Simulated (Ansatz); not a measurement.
LiB2C2: what symmetry allows forces and stress to be

```
Li B C
1.0
     2.71464    0.00000    0.00000
    -1.35732    2.35095    0.00000
     0.00000    0.00000    7.11805
Li B C
1 2 2
Direct
  0.00000 0.00000 0.50000
  0.34290 0.68581 0.74981
  0.66667 0.33333 0.25019
  0.33333 0.66667 0.25822
  0.66667 0.33333 0.74178
```

Level of theory: Ansatz, DFT PBE, scalar-relativistic, plane waves, PAW.

Settings: cutoff 420 eV, Γ-centred mesh 15×15×6 on the computed 5-atom cell, Gaussian smearing of 0.10 eV; no spin polarisation.

This distorted cell has space group Cm, with 2 operations.

**Question.** Without a calculation: in which directions can each atom feel a force?

**Answer.** A force must be left unchanged by every operation that keeps its atom in place, so it lies in the space that those operations leave fixed. Atoms that the group maps onto each other feel forces of one size.
```json
{"atom": "Li1", "site symmetry": "m", "operations at the site": "2", "equivalent to atom": "1", "allowed force (Cartesian)": "in the plane normal to (1.00, 0.00, 0.00)"}
{"atom": "B2", "site symmetry": "m", "operations at the site": "2", "equivalent to atom": "2", "allowed force (Cartesian)": "in the plane normal to (1.00, 0.00, 0.00)"}
{"atom": "B3", "site symmetry": "m", "operations at the site": "2", "equivalent to atom": "3", "allowed force (Cartesian)": "in the plane normal to (1.00, 0.00, 0.00)"}
{"atom": "C4", "site symmetry": "m", "operations at the site": "2", "equivalent to atom": "4", "allowed force (Cartesian)": "in the plane normal to (1.00, 0.00, 0.00)"}
{"atom": "C5", "site symmetry": "m", "operations at the site": "2", "equivalent to atom": "5", "allowed force (Cartesian)": "in the plane normal to (1.00, 0.00, 0.00)"}
```

That leaves 10 independent force components of 15, tied by 2 conditions that the forces sum to zero, so 8 remain. A relaxation in this cell that keeps the symmetry moves the atoms in these directions alone.

**Question.** And the stress tensor?

**Answer.** It must be invariant under the point group, which leaves 4 independent components: xz, xy vanish.

**Question.** Do the computed values obey this?

**Answer.** Yes. Forces (eV/Å):
```
Li1  0.000  0.028  0.003
B2   0.000 -0.637 -0.019
B3   0.000  0.012  0.014
C4   0.000 -0.014  0.008
C5   0.000  0.611 -0.006
```

Stress (GPa, compression positive, xx yy zz yz xz xy): -2.58 2.02 0.04 -0.26 0.00 0.00. The program imposes the same operations on density, forces and stress, so this confirms the analysis and is no independent test of the calculation.

The cell holds layers, and where no dispersion correction was added their binding is poorly described.